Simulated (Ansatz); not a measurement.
**What DFT gives for Al2P2I**

```yaml
crystal:
  lattice:
    - [0.00000, 0.00000, 6.09249]
    - [6.44649, 0.00000, 0.00000]
    - [3.22325, 6.25375, -3.04625]
  atoms:
    - { symbol: Al, position: [0.35970, 0.83148, 0.71940] }
    - { symbol: Al, position: [0.64030, 0.16852, 0.28060] }
    - { symbol: Al, position: [0.14030, 0.55088, 0.28060] }
    - { symbol: Al, position: [0.85970, 0.44912, 0.71940] }
    - { symbol: I, position: [0.25000, 0.00000, 0.00000] }
    - { symbol: I, position: [0.75000, 0.00000, 0.00000] }
    - { symbol: P, position: [0.10649, 0.09359, 0.21298] }
    - { symbol: P, position: [0.89351, 0.90641, 0.78702] }
    - { symbol: P, position: [0.39351, 0.30657, 0.78702] }
    - { symbol: P, position: [0.60649, 0.69343, 0.21298] }
```

Level: r2SCAN, no spin polarisation; 500 eV; 5×5×5 Γ-centred mesh; cold occupations (width 0.0336 eV); Ansatz 0.2.0, fixed geometry.

(1) Which atom feels the largest force, and which way?

(2) Which element gives electrons and which takes them?

(3) Is the cell too large or too small?

(4) Is there a gap?

Origin: a known structure type with other elements, at an estimated volume, so it need not be a known compound. Caveats: atoms or cell far from equilibrium.

## Answers

(1) The largest is on P7 (and as large on other atoms): 4.45 eV/Å, components (3.25, 3.04, 0.00). It makes 141° with the line to a nearest neighbour, I6 at 2.40 Å, pointing away from it.

(2) Bader charges in e: Al +0.62, P -0.59, I -0.06. In the mean Al gives up most and P takes most.

(3) The pressure is 9.6 GPa (compression positive), so with the atoms held at these fractions the cell would first expand; the forces are large, so a full relaxation may end otherwise. The principal stresses 5.8, 5.9, 17.1 GPa differ, so its shape would change too.

(4) It is a metal, with about 5.1 states/eV a cell as the mean within 0.25 eV of the Fermi level, mostly P p (36 %) and Al p (31 %).
